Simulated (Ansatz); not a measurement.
SnRu$_{3}$N (anti-perovskite, Pm-3m), PBEsol (plane waves, PAW; program Ansatz), all energies at zero smearing, with the estimated change up to a 700 eV cutoff added, with one set of potentials and settings (totals compare only within such a set). Cell of 5 atoms (1 Sn, 3 Ru, 1 N): -23777.658 eV.

```csv
element,reference phase,E (eV/atom)
Sn,"I4_1/amd, 2 atoms in the cell",-5949.8528
Ru,"P6_3/mmc, 2 atoms in the cell",-5816.5470
N,"Pa-3, 8 atoms in the cell",-378.4910
```

Formation energy per atom, worked out: (-23777.658 − 1×(-5949.8528) − 3×(-5816.5470) − 1×(-378.4910))/5 = 0.065 eV/atom (6 kJ per mol of atoms), at 0 K, without zero-point energy or fitted corrections.

The start of the workflow was typed in or built on a structure type; neither database checked (COD, Materials Project) lists it. Its standing as an ambient phase is unchecked. The cell was relaxed with PBEsol under the symmetry of its start; whether a distortion lowers the energy is not shown. The workflow began spin-polarised and lost its moments. The references are the lowest solids computed at this level, not always the standard phases (solids in place of the gases). Spin–orbit coupling is left out wherever it is not named.

Potentials: the earlier of the program's two PAW sets. The files were generated under PBE; for other functionals the program regenerates the frozen cores, and for LDA and PBEsol the local potential too.
